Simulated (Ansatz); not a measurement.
# Trial structures of CaGe4N: starts and ends

Theory: DFT PBE, scalar-relativistic, plane waves, PAW in Ansatz 0.2.0. Settings: cutoff 420 eV, Γ-centred meshes spaced at most about 0.3 Å⁻¹, and about 0.25 Å⁻¹ or finer for metals (2π included), Gaussian smearing. No spin polarisation in the final relaxations.

Each guess was relaxed in cell and atoms at zero pressure, within the symmetry of its start. All energies are static (0 K, no zero-point motion). Coordination counts Ge or N atoms around Ca (for each partner element, those within 1.25 times its shortest distance or 1.15 times the sum of covalent radii, where it is the nearest in units of that sum or under 1.3).

```
guess     made from  start group  V start (Å³/atom)  end group  V end (Å³/atom)  coordination at the end  gap on mesh (eV)  E over the lowest end (meV/atom)
    1   random cell       P6/mmm               19.1          ?                ?                        ?                 ?                                 ?
    2   TiSnO4 type         Cmmm               16.5       Cmmm             24.3                     Ca 6                 0                                71
    3   random cell        P-43m               21.8      P-43m             25.1                     Ca 4                 0                               149
    4  MnFeSi4 type       P4/mmm               16.7     P4/mmm             19.0                     Ca 8                 0                               166
    5  PrFeNi4 type        P-6m2               19.8      P-6m2             19.2                    Ca 15                 0                                 0
    6  ZrZnNi4 type        F-43m               20.3      F-43m             18.8                    Ca 12                 0                               300
```

Guess 1 as it starts:

```xyz
6
Lattice="4.0693 0.0000 0.0000 -2.0347 3.5241 0.0000 0.0000 0.0000 7.9884" Properties=species:S:1:pos:R:3 pbc="T T T"
Ca    0.0000    0.0000    0.0000
Ge    0.0000    2.3494    0.0000
Ge    2.0347    1.1747    0.0000
Ge    0.0000    2.3494    3.9942
Ge    2.0347    1.1747    3.9942
N     0.0000    0.0000    3.9942
```

Task: Predict the end of this guess and its energy over the lowest end.

Result: It ends in space group P6/mmm (No. 191), with a = 5.019 Å, c = 5.194 Å, 18.9 Å³/atom and no gap. It lies 130 meV/atom over the lowest end, above guess 2 and below guess 3. Counting Ge or N atoms around Ca, this end has Ca 8 and the lowest (guess 5) has Ca 15. This end holds Ge–Ge chains (shortest 2.60 Å); in the lowest (guess 5) the shortest Ge–Ge distance is 2.65 Å, near bonding range too.

```
Ca Ge N
1.0
     5.01863    0.00000    0.00000
    -2.50931    4.34626    0.00000
     0.00000    0.00000    5.19424
Ca Ge N
1 4 1
Direct
  0.00000 0.00000 0.00000
  0.33333 0.66667 0.00000
  0.66667 0.33333 0.00000
  0.33333 0.66667 0.50000
  0.66667 0.33333 0.50000
  0.00000 0.00000 0.50000
```

The zero of energy is the elements' standard structures at the same level (N₂ as a molecule); no fitted shifts are applied.

Task: Is the lowest end bound against the elements?

Result: No: its formation energy is +0.37 eV/atom. It can't be a ground state, since the elements alone are lower.

A magnetic state wasn't ruled out in cells without spin, among them Cmmm, F-43m. Cells relaxed within their symmetry can be saddle points. A lower structure may well exist outside this small set. Some structure types and database cells were kept out of the candidates from the start, so a known form may be missing.
